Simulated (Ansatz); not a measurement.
Relaxed-ion elastic tensor of AlCu (CsCl type, Pm-3m) in GPa (Voigt order), the program Ansatz at the PBEsol level (PAW); density 5.82 g/cm³, 12.91 Å³ per atom.

```csv
,1,2,3,4,5,6
1,111,137,137,0.0,0.0,0.0
2,137,111,137,0.0,0.0,0.0
3,137,137,111,0.0,0.0,0.0
4,0.0,0.0,0.0,47.3,0.0,0.0
5,0.0,0.0,0.0,0.0,47.3,0.0
6,0.0,0.0,0.0,0.0,0.0,47.3
```

Problem. Is the crystal mechanically stable?

Solution. No: the smallest eigenvalue of C is -26.1 GPa.

The workflow started from a Materials Project entry (that database holds measured and hypothetical structures alike); the Crystallography Open Database copy checked does not list it. COD files the formula under space group No. 12. Whether it is the stable phase at ambient conditions was not checked. Symmetry was held in the PBEsol relaxation. At this level the phase is mechanically unstable. No spin polarisation was allowed. As this level gives no gap, shear constants depend on the k-mesh and smearing (Fermi–Dirac, 0.1 eV here).

Potentials: the later of the program's two PAW sets.
